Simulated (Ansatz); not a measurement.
GaN:
```cif
data_Ga2N2
_chemical_formula_sum 'Ga2 N2'
_space_group_name_H-M_alt 'P63mc'
_space_group_IT_number 186
_space_group_name_Hall 'P 6c -2c'
_cell_length_a 3.18286
_cell_length_b 3.18286
_cell_length_c 5.18543
_cell_angle_alpha 90.000
_cell_angle_beta 90.000
_cell_angle_gamma 120.000
loop_
_atom_site_label
_atom_site_type_symbol
_atom_site_symmetry_multiplicity
_atom_site_Wyckoff_symbol
_atom_site_fract_x
_atom_site_fract_y
_atom_site_fract_z
_atom_site_occupancy
Ga1 Ga 2 b 0.66667 0.33333 0.49918 1
N1 N 2 b 0.33333 0.66667 0.37582 1
```

Relaxed with PBEsol. PBEsol in the plane-wave PAW code Ansatz gives a gap of 1.88 eV.

Q: What gap does HSE06 give on the same cell (Ansatz, PAW)?

A: 3.19 eV, 1.32 eV more. The hybrid was solved on a coarser mesh and at special points; the gap given is the minimum over both.

```tsv
k	v1 PBEsol	c1 PBEsol	v1 HSE06	c1 HSE06
Γ	0.00	1.88	0.00	3.19
A	-0.54	4.21	-0.58	5.68
K	-2.77	5.01	[?]	[?]
H	-1.50	6.34	[?]	[?]
M	-1.01	4.94	[?]	[?]
L	-1.92	4.30	[?]	[?]
```

Q: Top valence (v1) and lowest conduction level (c1) in eV from each method's valence maximum (which need not be a listed point): supply the withheld HSE06 values.

A: 
- L, v1 HSE06: -2.04
- L, c1 HSE06: 5.68
- K, v1 HSE06: -2.96
- K, c1 HSE06: 6.32
- M, v1 HSE06: -1.08
- M, c1 HSE06: 6.37
- H, v1 HSE06: -1.59
- H, c1 HSE06: 7.90

Cost on shared cores: the PBEsol run (SCF on a 10×10×6 mesh, then bands and DOS) very roughly 29 core-seconds, the HSE06 run (SCF on 7×7×4, then a few points) about 2.2 core-minutes (a rough figure); the tasks are unlike.

Space group P6_3mc (wurtzite). The cell was relaxed with PBEsol under the symmetry of its start. Scalar-relativistic: spin–orbit coupling is off unless named, which matters more the heavier the elements.

Potentials: the earlier of the program's two PAW sets. The files were generated under PBE; for other functionals the program regenerates the frozen cores, and for LDA and PBEsol the local potential too.
